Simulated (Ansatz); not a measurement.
System: MnF2, 6 atoms in the cell.

```
Mn F
1.0
     4.87300    0.00000    0.00000
     0.00000    4.87300    0.00000
     0.00000    0.00000    3.31000
Mn F
2 4
Cartesian
  0.0000 0.0000 0.0000
  2.4365 2.4365 1.6550
  1.4863 1.4863 0.0000
  3.3867 3.3867 0.0000
  3.9228 0.9502 1.6550
  0.9502 3.9228 1.6550
```

These are results of Ansatz 0.2.0 development build, PBE, plane waves, PAW datasets (generated soft set 1), not measurements.

Cutoff 420 eV; k-mesh 4×4×6 Γ-centred; Fermi–Dirac smearing of 0.05 eV; starting moments Mn1 5, Mn2 -5 μB.

As given, the pressure is 2.75 GPa.

```json
{"atom": "Mn1", "Fx (eV/Å)": "0.000", "Fy (eV/Å)": "0.000", "Fz (eV/Å)": "0.000", "moment (μB)": "4.15"}
{"atom": "Mn2", "Fx (eV/Å)": "0.000", "Fy (eV/Å)": "0.000", "Fz (eV/Å)": "0.000", "moment (μB)": "-4.15"}
{"atom": "F3", "Fx (eV/Å)": "-0.065", "Fy (eV/Å)": "-0.065", "Fz (eV/Å)": "0.000", "moment (μB)": "-0.03"}
{"atom": "F4", "Fx (eV/Å)": "0.065", "Fy (eV/Å)": "0.065", "Fz (eV/Å)": "0.000", "moment (μB)": "-0.03"}
{"atom": "F5", "Fx (eV/Å)": "-0.065", "Fy (eV/Å)": "0.065", "Fz (eV/Å)": "0.000", "moment (μB)": "0.03"}
{"atom": "F6", "Fx (eV/Å)": "0.065", "Fy (eV/Å)": "-0.065", "Fz (eV/Å)": "0.000", "moment (μB)": "0.03"}
```
Site moments are counted near each atom and needn't add up to the net moment.

(1) The cell is scaled to 98 % of its volume at fixed fractional coordinates. What happens?

## Answers

(1) The pressure rises by 2.10 GPa to 4.85 GPa, a clamped-ion bulk modulus of about 104 GPa at this volume, and the free energy changes by +6.2 meV/atom.

```tsv
atom	Fx (eV/Å)	Fy (eV/Å)	Fz (eV/Å)	moment (μB)
Mn1	0.000	0.000	0.000	4.13
Mn2	0.000	0.000	0.000	-4.13
F3	-0.085	-0.085	0.000	-0.03
F4	0.085	0.085	0.000	-0.03
F5	-0.085	0.085	0.000	0.03
F6	0.085	-0.085	0.000	0.03
```
Site moments are counted near each atom and needn't add up to the net moment.

The stress includes the program's correction for the finite plane-wave basis.

One magnetic order was tried; another may lie lower.
